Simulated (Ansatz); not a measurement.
AlRu (CsCl type), frozen-phonon scan

AlRu (CsCl type)

```xyz
2
Lattice="3.0037 0.0000 0.0000 0.0000 3.0037 0.0000 0.0000 0.0000 3.0037" Properties=species:S:1:pos:R:3 pbc="T T T"
Al     0.0000     0.0000     0.0000
Ru     1.5019     1.5019     1.5019
```

The atoms are displaced by Q × the pattern below (from a DFPT mode at Γ, largest move 1; Q in Å), at fixed cell. It is one choice among 3 degenerate patterns.

| atom | x | y | z |
|---|---|---|---|
| Al1 | 0.000 | 0.000 | 1.000 |
| Ru2 | 0.000 | 0.000 | -0.267 |

Calculation: PBE (plane waves to 420 eV, PAW, scalar-relativistic; Ansatz, an electronic-structure program). k mesh 15×15×15 (Γ-centred), Fermi-Dirac smearing 0.05 eV. E stands for the smeared free energy. Compression counts positive. With partly filled bands, energies and forces of such displacements shift with the k mesh and the smearing. AlRu is run without spin polarisation. AlRu was relaxed with its symmetry unable to fall. ΔE is measured from the undisplaced structure.

| Q (Å) | ΔE (eV/cell) | −dE/dQ from forces (eV/Å) | P (GPa) |
|---|---|---|---|
| -0.180 | 0.192 | 2.121 | 3.8 |
| -0.150 | 0.133 | 1.772 | 2.6 |
| -0.120 | 0.085 | 1.421 | 1.7 |
| -0.090 | 0.048 | 1.067 | 1.0 |
| -0.060 | 0.021 | 0.712 | 0.4 |
| -0.030 | 0.005 | 0.356 | 0.1 |
| 0.000 | 0.000 | 0.000 | 0.0 |
| 0.030 | 0.005 | -0.356 | 0.1 |
| 0.060 | 0.021 | -0.712 | 0.4 |
| 0.090 | 0.048 | -1.067 | 1.0 |
| 0.120 | 0.085 | -1.421 | 1.7 |
| 0.150 | 0.133 | -1.772 | 2.6 |
| 0.180 | 0.192 | -2.121 | 3.8 |

Derived quantities:

The energy at Q = 0.180 Å is 192 meV/cell. Space group of the distorted cell: P4mm (No. 99), lowered from Pm-3m. Symmetry of the curve: even: the same for both signs. Shape of the curve: a single well with its minimum at or next to zero displacement. Harmonic wavenumber from the curvature (finite differences): 307 cm⁻¹.

(For displaced atoms, the force is minus the slope of the energy, and its curvature is a force constant, which sets phonon frequencies.)
